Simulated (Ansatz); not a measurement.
C:
```xyz
4
Lattice="-2.1643 2.1643 1.2418 2.1643 -2.1643 1.2418 2.1643 2.1643 -1.2418" Properties=species:S:1:pos:R:3 pbc="T T T"
C      0.7807     0.7807     0.0000
C     -1.3836     1.3836     1.2418
C      1.3836    -1.3836     1.2418
C      1.3836     1.3836     1.2418
```

Relaxed with LDA. Special points in fractions of this cell's reciprocal vectors: Γ (0.000, 0.000, 0.000); X (0.000, 0.000, 0.500); M (-0.500, 0.500, 0.500); Z (0.332, 0.332, -0.332); Z0 (-0.332, 0.668, 0.332); P (0.250, 0.250, 0.250); N (0.000, 0.500, 0.000).

Problem. List the band energies nearest the valence-band maximum at these points for DFT-LDA in the program Ansatz with PAW potentials.

Solution. In eV from the valence-band maximum; about four levels below and three above (degenerate sets whole), none deeper than 8.9 eV; points with the same levels are listed once.

```
k                    below                  above
-  -----------------------  ---------------------
Γ  -7.53 -3.37 -3.37 -0.92         4.44 4.79 4.79
X  -6.18 -4.38 -3.78 -3.59         5.20 6.46 7.32
M    -6.48 -0.69 0.00 0.00         4.84 6.60 9.68
Z        -5.43 -2.93 -2.93  7.71 8.64 10.80 10.80
P  -6.96 -4.37 -4.26 -4.26         5.39 5.68 5.68
N        -6.62 -5.17 -3.28         4.49 7.52 8.27
```

Space group I4/mmm. The start of the workflow was typed in or built on a structure type; the Crystallography Open Database copy checked does not list it. It is not the phase usual at ambient conditions (space group No. 194, 227). The LDA relaxation kept the symmetry of its start; whether a distortion lowers the energy is not shown.

Potentials: the later of the program's two PAW sets.
